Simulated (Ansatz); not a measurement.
Relaxed Rh (fcc, Cu type):

```
CELL_PARAMETERS angstrom
      0.00000     3.83026     3.83026
      1.91513     0.00000     1.91513
      1.91513     1.91513     0.00000
ATOMIC_POSITIONS crystal
  Rh 0.00000 0.00000 0.00000
  Rh 0.50000 0.00000 0.00000
```

The atoms are displaced by Q × the pattern below (from a DFPT mode at L = (0.5, 0.0, 0.0), largest move 1; Q in Å), at fixed cell. (q is in reciprocal vectors of the primitive cell; the cell shown is doubled to hold the pattern.)

```csv
atom,x,y,z
Rh1,-0.577,0.577,0.577
Rh2,0.577,-0.577,-0.577
```

The numbers are results of PBE (plane waves to 420 eV, PAW, scalar-relativistic; Ansatz, a first-principles code), not measurements. k mesh 21×21×21 (Γ-centred), Fermi-Dirac smearing 0.05 eV. Energies are smeared free energies. With partly filled bands, energies and forces of such displacements shift with the k mesh and the smearing. Rh is run without spin polarisation. Rh was relaxed with its symmetry unable to fall. The PAW data are Ansatz's earlier set. ΔE is measured from the undisplaced structure.

Q: What ΔE (meV/cell) and −dE/dQ from forces (eV/Å) does the calculation give at Q (Å) = -0.033, 0.017, 0.033, 0.050, 0.067, 0.083?

A: 
```
Q (Å)   ΔE (meV/cell)  −dE/dQ from forces (eV/Å)
------  -------------  -------------------------
-0.033             23                      1.393
0.017               6                     -0.696
0.033              23                     -1.393
0.050              52                     -2.094
0.067              93                     -2.807
0.083             146                     -3.541
```

(A displaced cell: forces are minus the slopes of the energy, force constants its curvatures, and phonons follow from these.)
